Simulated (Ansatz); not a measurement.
C in space group R-3c (No. 167; C on 36f) under volume change, r²SCAN (plane waves, PAW; program Ansatz), shape and atoms relaxed at each volume.

```json
[
 {"V (Å³/atom)": "8.591", "E − E(relaxed) (meV/atom)": "4.1", "P (GPa)": "1.90"},
 {"V (Å³/atom)": "8.874", "E − E(relaxed) (meV/atom)": "?", "P (GPa)": "?"},
 {"V (Å³/atom)": "9.157", "E − E(relaxed) (meV/atom)": "?", "P (GPa)": "?"},
 {"V (Å³/atom)": "9.441", "E − E(relaxed) (meV/atom)": "0.0", "P (GPa)": "0.00"},
 {"V (Å³/atom)": "9.724", "E − E(relaxed) (meV/atom)": "0.3", "P (GPa)": "-0.30"},
 {"V (Å³/atom)": "10.007", "E − E(relaxed) (meV/atom)": "1.1", "P (GPa)": "-0.56"},
 {"V (Å³/atom)": "10.290", "E − E(relaxed) (meV/atom)": "2.2", "P (GPa)": "-0.73"}
]
```

Q: Complete the blanks.

A: 
- 9.157, E − E(relaxed) (meV/atom): 0.3
- 9.157, P (GPa): 0.40
- 8.874, E − E(relaxed) (meV/atom): 1.6
- 8.874, P (GPa): 1.02

Q: What does a third-order Birch–Murnaghan fit give for V₀, B₀ and B′?

A: V₀ = 9.43 Å³/atom, B₀ = 13.0 GPa, B′ = 10.1.

The start of the workflow was typed in or built on a structure type; neither database checked (COD, Materials Project) lists it. It is not the phase usual at ambient conditions (space group No. 194, 227). Symmetry was held in the r²SCAN relaxation; its stability against distortions is not shown here. The volume moved by 124 % from the start of the relaxation.

Potentials: the earlier of the program's two PAW sets.
